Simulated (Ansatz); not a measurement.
An elastic tensor (GPa, Voigt order, standard axes) from plane-wave PAW r²SCAN (Ansatz code):

```
  464    111   40.1   27.5    0.0    0.0
  111    464   40.1  -27.5    0.0    0.0
 40.1   40.1    630    0.0    0.0    0.0
 27.5  -27.5    0.0    222    0.0    0.0
  0.0    0.0    0.0    0.0    222   27.5
  0.0    0.0    0.0    0.0   27.5    177
```

Task: Which compound is it?
A) B, α-B12
B) Sb, A7 (α-As type)
C) BaTiO3, R3m (Ba on 3a, Ti on 3a, O on 9b)
D) Bi, A7 (α-As type)

Result: A, B, α-B12

Space group R-3m (α-B12). The r²SCAN relaxation kept the symmetry of its start; phonons on a q-mesh show no instability.

Potentials: the earlier of the program's two PAW sets.
